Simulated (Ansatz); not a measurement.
NbRu:
```yaml
crystal:
  lattice:
    - [3.15890, 0.00000, 0.00000]
    - [0.00000, 3.15890, 0.00000]
    - [0.00000, 0.00000, 3.15890]
  atoms:
    - { symbol: Ru, position: [0.50000, 0.50000, 0.50000] }
    - { symbol: Nb, position: [0.00000, 0.00000, 0.00000] }
```

This is the r²SCAN-relaxed structure.

Problem. All from r²SCAN (plane waves, PAW; program Ansatz), unless another level is named. Estimate the formation energy from the elements (no fitted shifts).

Solution. -0.21 eV/atom.

Problem. What about the density of states at the Fermi level?

Solution. 1.6 states/eV per atom (mean over ±0.08 eV).

Problem. What about the gap with spin–orbit coupling?

Solution. none (metallic).

Space group Pm-3m (CsCl type). The workflow started from an entry of the Crystallography Open Database (COD), which files this formula under 2 space groups. Whether it is the stable phase at ambient conditions was not checked. The cell was relaxed with r²SCAN under the symmetry of its start; its stability against distortions is not shown here. The run is not spin-polarised. The references are the lowest solids computed at this level, not always the standard phases. Scalar-relativistic: spin–orbit coupling is off unless named, which matters more the heavier the elements.

Potentials: the later of the program's two PAW sets.
